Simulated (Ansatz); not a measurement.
**Phonon spectrum of Co$_{3}$Si$_{8}$Ni**

The calculation used DFT PBE, scalar-relativistic, plane waves, PAW in Ansatz. Settings: 420 eV plane-wave cutoff, Γ-centred 10×10×4 mesh, Fermi-Dirac smearing of 0.15 eV. No spin polarisation. Phonons by linear response, acoustic sum rule imposed.

Equilibrium structure at this level:
```
Co Si Ni
1.0
     3.79729    0.00000    0.00000
     0.00000    3.79729    0.00000
     0.00000    0.00000   10.75719
Co Si Ni
3 8 1
Direct
  0.00000 0.00000 0.00000
  0.50000 0.50000 0.25127
  0.50000 0.50000 0.74873
  0.50000 0.00000 0.12422
  0.00000 0.50000 0.37196
  0.50000 0.00000 0.62804
  0.00000 0.50000 0.87578
  0.50000 0.00000 0.37196
  0.00000 0.50000 0.62804
  0.50000 0.00000 0.87578
  0.00000 0.50000 0.12422
  0.00000 0.00000 0.50000
```

The structure comes from a generated guess, relaxed at this level; another structure or a mixture of phases may lie lower. In a metal, frequencies and elastic constants depend on the k mesh and the smearing, soft modes and shear constants most. The q mesh is coarse, so values between its points are rough.

Force constants from linear response on a 2×2×1 q mesh.

Q: Is the structure dynamically stable on this mesh?

A: Yes, on this mesh: no mode is imaginary.

Q: Give the frequencies (cm⁻¹; i marks imaginary ones) at the irreducible q points, in fractions of the reciprocal vectors.

A:
```csv
q,star,frequencies
0.000 0.000 0.000,1,0 0 0 116 116 122 122 177 177 191 194 261 264 264 274 288 288 289 289 295 314 325 325 327 328 328 330 360 360 370 370 375 376 382 382 388
0.000 -0.500 0.000,2,96 110 112 121 122 122 175 177 227 244 271 272 290 295 300 300 307 308 308 311 334 340 343 343 343 344 345 354 355 355 361 363 364 369 381 381
-0.500 -0.500 0.000,1,173 173 176 180 196 198 224 224 238 238 253 253 253 256 260 267 267 271 277 277 279 285 336 336 341 341 367 369 374 375 378 378 383 385 398 404
```
